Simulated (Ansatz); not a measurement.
Rocksalt alloy of LiH and LiF (28 of 32 H sites exchanged), 64 atoms

Ansatz, PAW, plane waves. PBEsol relaxation of volume and atoms (shape held) at the single k point (¼, ¼, ¼) without its symmetry partners; single points on the relaxed atoms at the Γ point alone, onto which points of the small cell's zone fold. Arrangement: quasirandom. No spin–orbit coupling unless named.

Relaxed structure:

```cif
data_structure
_symmetry_space_group_name_H-M 'P 1'
_symmetry_Int_Tables_number 1
_cell_length_a 8.0174
_cell_length_b 8.0174
_cell_length_c 8.0174
_cell_angle_alpha 90.000
_cell_angle_beta 90.000
_cell_angle_gamma 90.000
_cell_volume 515.35
loop_
_atom_site_label
_atom_site_type_symbol
_atom_site_fract_x
_atom_site_fract_y
_atom_site_fract_z
_atom_site_occupancy
F1 F 0.25041 0.99995 0.00025 1
F2 F 0.25037 0.99970 0.50047 1
F3 F 0.25037 0.50006 0.00070 1
F4 F 0.25071 0.50036 0.49955 1
F5 F 0.75033 0.00004 0.50012 1
F6 F 0.75032 0.49986 0.00046 1
F7 F 0.75038 0.50018 0.50010 1
F8 F 0.00047 0.25018 0.99969 1
F9 F 0.00043 0.25034 0.50040 1
F10 F 0.00032 0.75035 0.00084 1
F11 F 0.99982 0.75046 0.49966 1
F12 F 0.50029 0.25026 0.99958 1
F13 F 0.50052 0.25026 0.50071 1
F14 F 0.50026 0.74969 0.00045 1
F15 F 0.50096 0.74983 0.50037 1
F16 F 0.00055 0.00002 0.25011 1
F17 F 0.00052 0.99987 0.75020 1
F18 F 0.00017 0.50018 0.25013 1
F19 F 0.50007 0.00018 0.25032 1
F20 F 0.50007 0.00002 0.75018 1
F21 F 0.50056 0.49975 0.25021 1
F22 F 0.50054 0.50031 0.75040 1
F23 F 0.25061 0.24976 0.25024 1
F24 F 0.25045 0.25022 0.75023 1
F25 F 0.25072 0.75011 0.25038 1
F26 F 0.75039 0.24997 0.25027 1
F27 F 0.75053 0.25013 0.75006 1
F28 F 0.74982 0.75012 0.25015 1
H1 H 0.75002 0.99997 0.99996 1
H2 H 0.00037 0.50183 0.74992 1
H3 H 0.25023 0.74953 0.75048 1
H4 H 0.75042 0.75051 0.75144 1
Li1 Li 0.00088 0.99989 0.00015 1
Li2 Li 0.00047 0.00020 0.50026 1
Li3 Li 0.00044 0.50051 0.00073 1
Li4 Li 0.00072 0.50050 0.49958 1
Li5 Li 0.49988 0.99930 0.99999 1
Li6 Li 0.50043 0.99932 0.50104 1
Li7 Li 0.50034 0.50095 0.99971 1
Li8 Li 0.50020 0.50092 0.50065 1
Li9 Li 0.25055 0.25032 0.99979 1
Li10 Li 0.25079 0.24962 0.50033 1
Li11 Li 0.25004 0.74970 0.00076 1
Li12 Li 0.24955 0.75008 0.49972 1
Li13 Li 0.75036 0.25157 0.99938 1
Li14 Li 0.75049 0.25047 0.50076 1
Li15 Li 0.75061 0.74863 0.00096 1
Li16 Li 0.75130 0.75005 0.49972 1
Li17 Li 0.25078 0.00000 0.24982 1
Li18 Li 0.25070 0.00110 0.75076 1
Li19 Li 0.25080 0.50003 0.25010 1
Li20 Li 0.25127 0.49936 0.75013 1
Li21 Li 0.74976 0.00038 0.25103 1
Li22 Li 0.75019 0.00092 0.74960 1
Li23 Li 0.75046 0.49956 0.25041 1
Li24 Li 0.74993 0.49951 0.74972 1
Li25 Li 0.00015 0.24952 0.25011 1
Li26 Li 0.00035 0.24918 0.75017 1
Li27 Li 0.00007 0.75057 0.25014 1
Li28 Li 0.99964 0.75183 0.75070 1
Li29 Li 0.50071 0.25018 0.25029 1
Li30 Li 0.50047 0.25008 0.75024 1
Li31 Li 0.50070 0.74994 0.25072 1
Li32 Li 0.50072 0.75007 0.75041 1
```

Q: What are the mean bond lengths by pair (pairs within 1.2 times the sum of covalent radii, less contacts 15 % beyond the pair's median; cation–cation pairs of compounds aside; long ionic contacts are cut short by that bound)?

A: F–Li 2.004 ± 0.004 Å (standard deviation, 168 bonds). No contact of H falls within that bound.

Q: What gap lies between the top filled and the lowest empty level in the single points?

A: HSE06 8.46 eV (59 s on 7 threads of Neoverse-V2); r²SCAN 7.68 eV (9.9 s on 7 threads of Neoverse-V2).
